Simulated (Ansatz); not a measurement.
Put Mg3TiB4 in Im-3m (No. 229): Mg on 6b; Ti on 2a; B on 8c. A trial structure of Mg3TiB4 was built thus: ordered mixture on the second sites of caesium chloride (occupants of the shared sites, in ratio, Mg: 3, Ti: 1).

Computed with DFT PBE, scalar-relativistic, plane waves, PAW in Ansatz 0.2.0. Cutoff 420 eV, Γ-centred mesh, Gaussian smearing, no spin polarisation.

Energies over the elements count from the elements' standard structures at the same level, with no fitted energy shifts.

Question: Predict the relaxed structure.

Answer:

Space group Im-3m (No. 229). a = 5.688 Å, b = 5.688 Å, c = 5.688 Å, α = 90.00°, β = 90.00°, γ = 90.00°
```tsv
atom	site	symmetry	x	y	z
Mg	6b	4/mm.m	0.5000	0.0000	0.0000
Ti	2a	m-3m	0.0000	0.0000	0.0000
B	8c	.-3m	0.7500	0.2500	0.2500
```

Around Mg lie 8 B at 2.46 Å, 2 Ti at 2.84 Å and 4 Mg at 2.84 Å; Ti is surrounded by 8 B at 2.46 Å and 6 Mg at 2.84 Å; around B lie 2 Ti at 2.46 Å, 6 Mg at 2.46 Å and 6 B at 2.84 Å.

Question: And its energy and gap?

Answer: The formation energy is +0.55 eV/atom and the gap on the 10×10×10 mesh of the 8-atom cell is 0 eV (a metal). It can't be a ground state, since the elements alone are lower.

The last run used Gaussian smearing of 0.10 eV. A structure relaxed within its symmetry needn't be a true minimum.
